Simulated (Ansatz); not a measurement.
Relaxed-ion elastic tensor of ZrIr (L1₀ or tetragonal B2, P4/mmm) in GPa (Voigt order), PBEsol in the plane-wave PAW code Ansatz; density 13.63 g/cm³, 17.27 Å³ per atom.

```
     1    2    3     4     5     6
-  ---  ---  ---  ----  ----  ----
1  267  160  181   0.0   0.0   0.0
2  160  267  181   0.0   0.0   0.0
3  181  181  319   0.0   0.0   0.0
4  0.0  0.0  0.0  56.6   0.0   0.0
5  0.0  0.0  0.0   0.0  56.6   0.0
6  0.0  0.0  0.0   0.0   0.0  50.7
```

**Question.** Is the crystal mechanically stable?

**Answer.** Yes: the smallest eigenvalue of C is 50.7 GPa.

**Question.** Work out the Voigt, Reuss and Hill averages.

**Answer.** K_V = 211, K_R = 207, K_H = 209; G_V = 54.8, G_R = 54.5, G_H = 54.6 GPa.

**Question.** Give Young's modulus, Poisson's ratio, Pugh's ratio and the universal anisotropy index.

**Answer.** E = 9KG/(3K + G) = 151 GPa; ν = 0.38; K/G = 3.83 (ductile by the Pugh limit of 1.75); A_U = 5G_V/G_R + K_V/K_R − 6 = 0.04.

**Question.** Estimate the sound speeds and the Debye temperature.

**Answer.** v_l = √((K + 4G/3)/ρ) = 4550 m/s, v_t = √(G/ρ) = 2000 m/s, mean 2260 m/s; Θ = (h/k)(3n/4πV)^(1/3) v_m = 260 K.

**Question.** How much does each axis shrink under pressure?

**Answer.** Linear compressibilities β_i = Σ_j S_ij (j = 1 to 3): x 2.0, y 2.0, z 0.91 per TPa.

The first step of the workflow began from a Materials Project structure, measured or hypothetical; the Crystallography Open Database copy checked does not list it. COD files the formula under space group No. 221, so this cell is another polymorph or a model. With Zr and Ir taken as one species the cell has the higher symmetry I4/mmm, so it may be an ordered model of a mixed-site phase. Whether it is the stable phase at ambient conditions was not checked. The cell was relaxed with PBEsol under the symmetry of its start; of distortions, only those at the zone centre were tested. The run is not spin-polarised. As this level gives no gap, shear constants depend on the k-mesh and smearing (Fermi–Dirac, 0.1 eV here). On the denser mesh and wider smearing of the elastic run this cell carries a stress of 0.4 GPa. Spin–orbit coupling is left out wherever it is not named.

Potentials: the later of the program's two PAW sets.
